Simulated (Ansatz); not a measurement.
## YSb: computed property card

YSb:
Space group Fm-3m (No. 225); a = b = c = 6.0603 Å, α = β = γ = 90.00°

```json
[
 {"atom": "Y", "site": "4b", "symmetry": "m-3m", "x": "0.5000", "y": "0.5000", "z": "0.5000"},
 {"atom": "Sb", "site": "4a", "symmetry": "m-3m", "x": "0.0000", "y": "0.0000", "z": "0.0000"}
]
```
(The calculation used a cell of 2 atoms; values per cell refer to that cell.)

Space group Fm-3m (No. 225), rock salt; conventional cell a = b = c = 6.060 Å, α = β = γ = 90.00°.

Method: DFT-LDA in the program Ansatz with PAW potentials. Geometry: relaxed at this level of theory. Other levels are named where they apply.

### Cell and energy

- Volume per atom: 27.82 Å³
- Density: 6.29 g/cm³
- Formation energy from the elements (no fitted shifts): -1243 meV/atom

### Electronic structure

* **Electronic character**: metallic (no gap)
* **Density of states at the Fermi level**: 0.15 states/eV per atom (mean over ±0.08 eV)

### Mechanics

* **Bulk modulus (Birch–Murnaghan fit)**: 69.9 GPa
* **Pressure derivative B′**: 4.0
* **Elastic constants (relaxed ions, GPa)**: C11 = 175, C12 = 17.4, C44 = 24.1
* **Mechanical stability**: stable (all eigenvalues of C positive)
* **Hill bulk and shear moduli**: 69.8 and 39.7 GPa
* **Young's modulus**: 100 GPa
* **Poisson's ratio**: 0.26
* **Debye temperature from the elastic constants**: 274 K

### Phonons

* **Highest zone-centre frequency**: 5.21 THz
* **Zone-centre stability**: no imaginary mode at Γ

The first step of the workflow began from a Materials Project structure, measured or hypothetical; the Crystallography Open Database files this formula in space group No. 225, but the cells were not matched. Whether it is the stable phase at ambient conditions was not checked. The cell was relaxed with LDA under the symmetry of its start. The run is not spin-polarised. As this level gives no gap, shear constants depend on the k-mesh and smearing (Fermi–Dirac, 0.1 eV here). As this level gives no gap, phonon frequencies hold no LO–TO term and depend on the k-mesh and smearing (Fermi–Dirac, 0.1 eV here). The references are the lowest solids computed at this level, not always the standard phases. Spin–orbit coupling is left out wherever it is not named.

Potentials: the later of the program's two PAW sets.
